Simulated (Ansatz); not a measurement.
## Is this BW3 structure a true minimum?

The structure comes from a generated guess, relaxed at this level; another structure or a mixture of phases may lie lower.

These are results of DFT PBE, scalar-relativistic, plane waves, PAW (Ansatz), not measurements. Settings: cutoff 420 eV, Γ-centred mesh 12×12×12 on the computed 4-atom cell, Gaussian smearing of 0.10 eV; no spin polarisation.

The cell below (4 atoms, space group Pm-3m (No. 221)) is relaxed within its symmetry.

```
CELL_PARAMETERS angstrom
3.82698 0.00000 0.00000
0.00000 3.82698 0.00000
0.00000 0.00000 3.82698
ATOMIC_POSITIONS crystal
B 0.00000 0.00000 0.00000
W 0.50000 0.50000 0.00000
W 0.50000 0.00000 0.50000
W 0.00000 0.50000 0.50000
```

For the test a repeat of it with 8 atoms (edges 3.83, 3.83, 7.65 Å) was strained at random (σ = 1.5 % a component), the atoms were moved at random (σ = 0.15 Å), and all was relaxed again on a coarse 6×6×4 mesh (in the run’s order of axes) with 0.20 eV smearing, with no symmetry imposed.

These runs have no spin–orbit coupling, which can matter for W. The cell is a metal run without spin; a magnetic state may lie lower.

Problem. Is the structure stable against such a distortion?

Solution. It returns, within 1 meV/atom of the unmoved cell on that mesh and with the same symmetry when read at 0.1 Å (P4/mmm at 0.01 Å, so small strains and shifts remain). So it is stable against the distortions that fit this cell and that this random move excites. Modes that don't fit the cell aren't tested. Another cell of BW3 relaxed alike, in P6_3/mmc, lies 0.54 eV/atom lower, so this cell isn't the stable form at this level.
